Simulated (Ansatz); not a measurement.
Lu, DFT, PBEsol, all-electron PAW with datasets made for the crystal, scalar-relativistic (Ansatz 0.2.0), run on 1 thread of Arm Neoverse N1 on a shared host.

The cell comes from COD entry 1538083, which wasn't checked; take it as a given geometry. The listed cell was then made from it by scaling, straining or moving an atom.

Command: `ansatz run input.yaml --threads 1 --pin off --max-ram 3072MiB --backend cpu --events-out ev --progress --plain --runs-dir out`

```yaml
crystal:
  lattice:
    - [3.5098988894, 0.0, 0.0]
    - [-1.7549494447, 3.039661603, 0.0]
    - [0.0, 0.0, 5.510934]
  atoms:
    - { symbol: Lu, position: [0.3333333333, 0.6666666667, 0.25] }
    - { symbol: Lu, position: [0.6666666667, 0.3333333333, 0.75] }
kpoints:
  mp_grid: { grid: [13, 13, 8] }
scf:
  occupations: { method: fermi_dirac, width: 0.03 }
hamiltonian:
  xc: pbesol
  pseudopotentials: { kind: all_electron, datasets: crystal }
output:
  forces: true
  stress: true
  eigenvalues: true
  efg: { contact_densities: true }
```

(1) How large is the problem that the program sets up?

(2) Estimate the wall time and the peak memory.

(3) And the same cell and mesh by PAW with the default files, asked for forces, stress, eigenvalues, efg, on the same hardware?

## Answers

(1) 105 irreducible k-points, 845 plane waves at Γ, 35 bands.

(2) 52 s of wall time for 9 SCF iterations, with a peak of 0.79 GiB. Times on shared machines scatter by tens of per cent.

(3) 24 s, peak memory 0.47 GiB.
